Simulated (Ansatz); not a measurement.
HfS₂:
```
HfS2
1.0
    3.60602     0.00000     0.00000
   -1.80301     3.12290     0.00000
    0.00000     0.00000     5.76772
Hf S
1 2
Direct
  0.00000   0.00000   0.00000
  0.66667   0.33333   0.74754
  0.33333   0.66667   0.25246
```

Relaxed with PBE+D3(BJ). Special points in fractions of this cell's reciprocal vectors: Γ (0.000, 0.000, 0.000); M (0.500, 0.000, 0.000); K (0.333, 0.333, 0.000); A (0.000, 0.000, 0.500); L (0.500, 0.000, 0.500); H (0.333, 0.333, 0.500).

### Question
List the band energies nearest the valence-band maximum at these points for the program Ansatz at the PBE+D3(BJ) level (PAW).

### Answer
In eV from the valence-band maximum; about four levels below and three above (degenerate sets whole), none deeper than 8.9 eV; points with the same levels are listed once.

```tsv
k	below	above
Γ	-2.91 -2.91 -0.18 -0.18 0.00	1.85 1.85 2.40
M	-2.74 -2.60 -2.23 -1.49	1.00 3.98 4.05
K	-3.73 -3.73 -2.36 -2.36 -1.78	2.48 3.58 3.58
A	-2.85 -2.85 -2.10 -0.36 -0.36	1.79 1.79 2.71
L	-2.81 -2.55 -1.15 -0.96	0.85 3.96 4.09
H	-3.85 -2.47 -1.96 -1.96	2.70 3.15 3.15
```

Space group P-3m1 (CdI2 type). The PBE+D3(BJ) relaxation kept the symmetry of its start; phonons on a q-mesh show no instability. No spin polarisation was allowed. Spin–orbit coupling is left out wherever it is not named.

Potentials: the later of the program's two PAW sets.
